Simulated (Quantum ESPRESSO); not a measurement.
Inputs of pw.x and gipaw.x (a modified build of Quantum ESPRESSO, PBE) for Be2C; the starting potential comes from an earlier run on another mesh:

```
&CONTROL
  calculation = 'scf'
  prefix = 'x'
  pseudo_dir = './pseudo'
  outdir = './out'
  tprnfor = .true.
/
&SYSTEM
  ibrav = 0
  nat = 3
  ntyp = 2
  ecutwfc = 40
  ecutrho = 160
  occupations = 'fixed'
  nbnd = 6
/
&ELECTRONS
  conv_thr = 1e-11
  startingpot = 'file'
/
ATOMIC_SPECIES
Be 9.012 Be.GGA_PBE-JTH.UPF
C 12.011 C.GGA_PBE-JTH.UPF
CELL_PARAMETERS angstrom
    0.000000000000     2.165000000000     2.165000000000
    2.165000000000     0.000000000000     2.165000000000
    2.165000000000     2.165000000000     0.000000000000
ATOMIC_POSITIONS crystal
Be     0.250000000000     0.250000000000     0.250000000000
Be     0.750000000000     0.750000000000     0.750000000000
C      0.000000000000     0.000000000000     0.000000000000
K_POINTS automatic
10 10 10 1 1 1
```

```
&INPUTGIPAW
  job = 'nmr'
  prefix = 'x'
  tmp_dir = './out/'
  restart_mode = 'from_scratch'
  pawproj(1) = .true.
  pawproj(2) = .true.
  use_nmr_macroscopic_shape = .false.
/
```

The cell was made here from an entry of the Crystallography Open Database (unchecked): atoms relaxed with PBE in the measured cell (PBE without dispersion, pw.x of Quantum ESPRESSO, symmetry kept).  Stability against distortions was not tested.

Question: Give the final section of the GIPAW output.

Answer: 
```
     Total NMR chemical shifts in ppm: ---------------------------------------
     (adopting the Simpson convention for anisotropy and asymmetry)-----------

     Atom  1  Be  pos: (  0.353553  0.353553  0.353553)  Total sigma:          90.59
            90.5877          0.0000          0.0000
             0.0000         90.5877         -0.0000
             0.0000         -0.0000         90.5877

     Be      1    anisotropy:     -0.00    eta:    0.0000
     Be      1    sigma_11=     90.59
     Be      1    sigma_22=     90.59
     Be      1    sigma_33=     90.59

     Atom  2  Be  pos: (  1.060660  1.060660  1.060660)  Total sigma:          90.59
            90.5877         -0.0000          0.0000
            -0.0000         90.5877          0.0000
             0.0000          0.0000         90.5877

     Be      2    anisotropy:     -0.00    eta:    0.0000
     Be      2    sigma_11=     90.59
     Be      2    sigma_22=     90.59
     Be      2    sigma_33=     90.59

     Atom  3  C   pos: (  0.000000  0.000000  0.000000)  Total sigma:         233.13
           233.1304         -0.0000         -0.0000
             0.0000        233.1304          0.0000
            -0.0000          0.0000        233.1304

     C       3    anisotropy:      0.00    eta:    0.0000
     C       3    sigma_11=    233.13
     C       3    sigma_22=    233.13
     C       3    sigma_33=    233.13
```
The printed anisotropy is 3/2 (σ_33 − σ_iso) in the program's own order; the axes are left out here. All sites are cubic, so the anisotropy vanishes by symmetry. These are absolute shieldings with no macroscopic susceptibility term; δ = σ_ref − σ needs a reference computed alike. By our sweeps, such settings leave a few ppm in absolute σ. Static lattice: thermal averaging is not included.
